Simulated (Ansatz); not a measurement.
Relaxed-ion elastic tensor of InSb (NiAs type, space group No. 194) in GPa (Voigt order), the program Ansatz at the r²SCAN level (PAW); density 6.89 g/cm³, 28.50 Å³ per atom.

|  | 1 | 2 | 3 | 4 | 5 | 6 |
|---|---|---|---|---|---|---|
| 1 | 67.7 | 43.5 | 42.3 | 0.0 | 0.0 | 0.0 |
| 2 | 43.5 | 67.7 | 42.3 | 0.0 | 0.0 | 0.0 |
| 3 | 42.3 | 42.3 | 88.9 | 0.0 | 0.0 | 0.0 |
| 4 | 0.0 | 0.0 | 0.0 | 22.3 | 0.0 | 0.0 |
| 5 | 0.0 | 0.0 | 0.0 | 0.0 | 22.3 | 0.0 |
| 6 | 0.0 | 0.0 | 0.0 | 0.0 | 0.0 | 12.1 |

Task: Is the crystal mechanically stable?

Result: Yes: the smallest eigenvalue of C is 12.1 GPa.

Task: Work out the Voigt, Reuss and Hill averages.

Result: K_V = 53.4, K_R = 52.7, K_H = 53.0; G_V = 17.7, G_R = 16.3, G_H = 17.0 GPa.

Task: Give Young's modulus, Poisson's ratio, Pugh's ratio and the universal anisotropy index.

Result: E = 9KG/(3K + G) = 46.2 GPa; ν = 0.35; K/G = 3.11 (ductile by the Pugh limit of 1.75); A_U = 5G_V/G_R + K_V/K_R − 6 = 0.44.

Task: Estimate the sound speeds and the Debye temperature.

Result: v_l = √((K + 4G/3)/ρ) = 3320 m/s, v_t = √(G/ρ) = 1570 m/s, mean 1770 m/s; Θ = (h/k)(3n/4πV)^(1/3) v_m = 172 K.

Task: Solve the Christoffel equation for the three sound speeds along x, y, z.

Result: Eigenvalues of C_ijkl n_j n_l equal ρv². In km/s, slowest first: x 1.32, 1.80, 3.13; y 1.32, 1.80, 3.13; z 1.80, 1.80, 3.59.

Task: How much does each axis shrink under pressure?

Result: Linear compressibilities β_i = Σ_j S_ij (j = 1 to 3): x 7.4, y 7.4, z 4.2 per TPa.

Space group P6_3/mmc (NiAs type). The start of the workflow was typed in or built on a structure type; neither database checked (COD, Materials Project) lists it. It is not the phase usual at ambient conditions (space group No. 216). Symmetry was held in the r²SCAN relaxation; whether a distortion lowers the energy is not shown. As this level gives no gap, shear constants depend on the k-mesh and smearing (Fermi–Dirac, 0.1 eV here). Spin–orbit coupling is left out wherever it is not named.

Potentials: the later of the program's two PAW sets.
